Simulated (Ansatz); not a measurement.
input.yaml (Ansatz)

```yaml
crystal:
  lattice:
    - [0.0, 2.8885239788, 2.8885239788]
    - [2.8885239788, 0.0, 2.8885239788]
    - [2.8885239788, 2.8885239788, 0.0]
  atoms:
    - { symbol: Ga, position: [0.125, 0.125, 0.125] }
    - { symbol: Ga, position: [0.875, 0.875, 0.875] }
hamiltonian:
  xc: r2scan
  pseudopotentials:
    kind: paw
    azcp:
      Ga: "pseudopotentials/Ga.paw.azcp"
basis:
  ecutwfc: 500
  fft_grid_basis: typed
kpoints:
  mp_grid: { grid: [15, 15, 15], shift: [0, 0, 0] }
magnetization:
  spin_polarized: false
scf:
  occupations: { method: fermi_dirac, width: 0.1 }
output:
  write_density: true
  write_potential: true
  elf: true
  volumetric_format: npy
```

and its output:

```
Engine: ansatz 0.2.0, x86_64-unknown-linux-gnu
Pseudopotentials: kind: paw
Pseudopotential: Ga, paw, valence charge 13, recommended cutoff 500 eV (meta_gga) 
Functional definition: r2SCAN
  parameter k0 = 0.174
  parameter k1 = 0.065
  parameter a1 = 4.9479
  exchange = r2scan_x(k0 = k0, k1 = k1, a1 = a1)
  correlation = r2scan_c
Crystal: 2 atoms, lattice volume = 48.201 Å³
Basis set: ecut = 500 eV, 1243 PW (Γ), exchange–correlation on 120×120×120 points (64 copies of the dense FFT grid, shifted against one another)
Bands: 17, of which v1, the nominal top of the filled ones, is band 13 counted from 1 (12 counted from 0)
Symmetry: 48 space group operations
Space group: Fd-3m (ITA 227), of the structure as read, at distance tolerance 3.6e-5 Å
k-points: 120 of 3375
Non-local potential: Ga, projectors of the file, l = 0: 2, l = 1: 2, l = 2: 3, l = 3: 1
PAW form: soft (Blöchl's): semilocal exchange-correlation on the pseudo side does not see the compensation charge
PAW frozen core: Ga, regenerated for the run's functional (the file was generated under x = pbe(κ = 0.804, μ = 0.2195149727645171), c = pbe(β = 0.06672455060314922))
PAW one-centre angular grid: Ga, 590 points (default); XC on 160 Gauss nodes
Initial density: superposition of atomic densities (neutral atoms: chi_scale 0, normalization atom), corrected by the library's trained network
Initial wavefunctions: pseudopotential atomic-orbital guess
Functional: x = r2scan, c = r2scan; τ floored in thin density (d = 2e-4 eV/Å³)
SCF iter   1: F=—  HF=-7579.927497 eV  |F-HF|=—  |Δ(HF+E_count)|=         —  Δρ=1.04e-2  dr2=2.42e-2  dr2_τ=1.88e-3  ethr=1.77e-3  ⟨swp⟩=5.1  Hψ=10122  notcnv=0
SCF iter   2: F=—  HF=-7579.959272 eV  |F-HF|=—  |Δ(HF+E_count)|=   3.18e-2  Δρ=1.09e-2  dr2=3.07e-2  dr2_τ=2.40e-4  ethr=9.31e-5  ⟨swp⟩=2.0  Hψ=5037  notcnv=0  defer=3
SCF iter   3: F=—  HF=-7579.924082 eV  |F-HF|=—  |Δ(HF+E_count)|=   3.52e-2  Δρ=4.58e-4  dr2=6.99e-5  dr2_τ=7.38e-7  ethr=9.31e-5  ⟨swp⟩=2.0  Hψ=4149  notcnv=0  defer=3
SCF iter   4: F=—  HF=-7579.924058 eV  |F-HF|=—  |Δ(HF+E_count)|=   2.44e-5  Δρ=8.14e-5  dr2=5.39e-6  dr2_τ=4.31e-8  ethr=2.69e-7  ⟨swp⟩=2.0  Hψ=3595  notcnv=0  defer=3
iter 5 did not close the SCF: its close was put off for the readings that it lacked (scf_convergence_deferred on its scf_iter line)
SCF iter   5: F=-7579.924061 eV  HF=-7579.924061 eV  |F-HF|=9.39e-8  |Δ(HF+E_count)|=   3.10e-6  Δρ=1.15e-5  dr2=9.40e-8  dr2_τ=1.79e-9  ethr=2.07e-8  ⟨swp⟩=2.0  Hψ=3552  notcnv=0  defer=3
SCF iter   6: F=-7579.924061 eV  HF=-7579.924061 eV  |F-HF|=8.48e-10  |Δ(HF+E_count)|=   1.11e-7  Δρ=1.70e-6  dr2=7.72e-10  dr2_τ=1.57e-11  ethr=3.61e-10  ⟨swp⟩=1.1  Hψ=6298  notcnv=0
SCF 1 converged in 6 iterations: F = -7579.924061 eV  dr2 = 7.72e-10
SCF converged after 6 iterations
Free energy (F): -7579.924061 eV
Harris-Foulkes:  -7579.924061 eV  (|F-HF|=8.48e-10)
Internal energy: -7579.883654 eV  (E = F + TS)
E sigma→0 (E₀):  -7579.903858 eV
Entropy (-TS):   -0.040407 eV (-20.204 meV/atom)
Fermi energy:    6.000182 eV
--- Per-component energies (eV) ---
  E_band       = -168.811461
  E_kinetic    = 228.394313
  E_local      = -4225.315188  (includes V_loc(G=0)·N_el)
  E_nonlocal   = 846.959615
  E_hartree    = 1964.328349
  E_xc         = -124.579667
  E_vxc        = -119.209282  (∫ρ·V_xc dr)
  E_paw        = -3999.214759  (= ΣΔE_a)
  E_vpaw       = -835.034630  (= ΣTr[D̂ρ^β])
  E_aug_tail   = -0.000072  (compensation charges beyond the density's cutoff)
  E_vtau       = 6.736582  (kinetic-family band-sum trace: ∫τ·v_τ [+ j·A + Jᵃ·Aᵃ] dr)
  E_ewald      = -2269.150104
  E_core_change = -1.306140  (= ΣΔE_core)
  E_smearing   = -0.040407  (= −TS)
  E_closure    = 0.000000  (closes the sum)
  Σ components = -7579.924061   (vs F -7579.924061, Δ=0.00e0)
--- Band table (eV; the first three rows and the last of 120) ---
  k-point 0: bands = ["-9.2393", "-9.2393", "-9.2393", "-9.1926", "-9.1926", "-8.8380", "-8.8380", "-8.8380", "-8.7691", "-8.7691", "-4.0089", "8.9961", "8.9961", "8.9961", "10.5204", "11.1618", "11.1618"]
  k-point 1: bands = ["-9.2456", "-9.2456", "-9.2383", "-9.1841", "-9.1841", "-8.8412", "-8.8412", "-8.8401", "-8.7668", "-8.7668", "-3.9500", "8.1039", "8.8509", "8.8509", "10.7238", "11.3442", "11.3442"]
  k-point 2: bands = ["-9.2566", "-9.2566", "-9.2355", "-9.1670", "-9.1670", "-8.8487", "-8.8487", "-8.8459", "-8.7614", "-8.7614", "-3.7743", "6.7081", "8.5300", "8.5300", "10.5175", "11.7473", "11.7473"]
  k-point 119: bands = ["-9.3180", "-9.3112", "-9.1178", "-9.0797", "-9.0130", "-8.9845", "-8.9548", "-8.9217", "-8.7027", "-8.6963", "0.0876", "0.6596", "4.1735", "4.7131", "12.2575", "13.3651", "13.6831"]
```

Launched by

```sh
ansatz run input.yaml --threads 1 --pin off --max-ram 3584MiB --backend cpu --events-out ev --progress --plain --runs-dir out
```

On 1 thread of Intel(R) Xeon(R) Platinum 8259CL CPU @ 2.50GHz (Skylake/Cascade Lake) (shared host) this took about 18 s of wall time and 18 s of CPU time.
